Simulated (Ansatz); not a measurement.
# Al3WO2, before and after

A trial structure of Al3WO2 was built thus: close-packed metal layers stacked ABC, with sites between them filled layer by layer (P-3m1, No. 164) (elements of the layers in order: Al Al Al). Lengths were set from tabulated atomic sizes, so they are only a guess.

start.cif

```cif
data_structure
_symmetry_space_group_name_H-M 'P-3m1'
_symmetry_Int_Tables_number 164
_cell_length_a 3.1903
_cell_length_b 3.1903
_cell_length_c 7.6491
_cell_angle_alpha 90.000
_cell_angle_beta 90.000
_cell_angle_gamma 120.000
_cell_volume 67.42
loop_
_atom_site_label
_atom_site_type_symbol
_atom_site_symmetry_multiplicity
_atom_site_Wyckoff_symbol
_atom_site_fract_x
_atom_site_fract_y
_atom_site_fract_z
_atom_site_occupancy
Al1 Al 2 d 0.33333 0.66667 0.72006 1
Al2 Al 1 b 0.00000 0.00000 0.50000 1
W1 W 1 a 0.00000 0.00000 0.00000 1
O1 O 2 d 0.33333 0.66667 0.38997 1
```

The calculation used Ansatz, DFT PBE, scalar-relativistic, plane waves, PAW. Cutoff 420 eV, Gaussian smearing, Γ-centred meshes. Cell and atoms relax first on a coarse mesh and then on a finer one. In between, the cell is made exact in the group found at 0.06 Å. In metals the finer mesh still leaves noise of several meV/atom or more. The steps can't lower the symmetry of their start. No spin polarisation.

end.cif

```cif
data_structure
_symmetry_space_group_name_H-M 'P-3m1'
_symmetry_Int_Tables_number 164
_cell_length_a 2.8718
_cell_length_b 2.8718
_cell_length_c 10.1810
_cell_angle_alpha 90.000
_cell_angle_beta 90.000
_cell_angle_gamma 120.000
_cell_volume 72.72
loop_
_atom_site_label
_atom_site_type_symbol
_atom_site_symmetry_multiplicity
_atom_site_Wyckoff_symbol
_atom_site_fract_x
_atom_site_fract_y
_atom_site_fract_z
_atom_site_occupancy
Al1 Al 2 d 0.33333 0.66667 0.79352 1
Al2 Al 1 b 0.00000 0.00000 0.50000 1
W1 W 1 a 0.00000 0.00000 0.00000 1
O1 O 2 d 0.33333 0.66667 0.40154 1
```

The symmetry stays P-3m1 (No. 164). The volume per atom grows by 7.9 %, from 11.2 to 12.1 Å³. The shortest distance goes from 2.03 Å (Al–O) to 1.94 Å (Al–O). The ratio c/a of the conventional cell changes by a factor of 1.48. The energy falls by about 1.3 eV/atom (the start's value is from the coarse mesh).

| Item | Value |
| --- | --- |
| Volume per atom | 12.12 Å³ |
| Density | 6.78 g/cm³ |
| Energy over the elements | −1.28 eV/atom |
| Gap on the 18×18×4 mesh of the 6-atom cell | 0 eV (a metal) |

Formation energies are uncorrected and refer to the elements' standard structures at the same level (O₂ as a molecule). A negative formation energy is needed for stability but isn't enough: competing phases decide.

The last run used Gaussian smearing of 0.10 eV. These runs have no spin–orbit coupling, which can matter for W. An odd number of electrons in the primitive cell allows no gap without spin; a larger cell or a magnetic state could open one. Symmetry constrained the relaxation, so the result can be a saddle point. In all, the 3 runs took 92 s on 1 thread of Arm Neoverse V2, on a shared host.
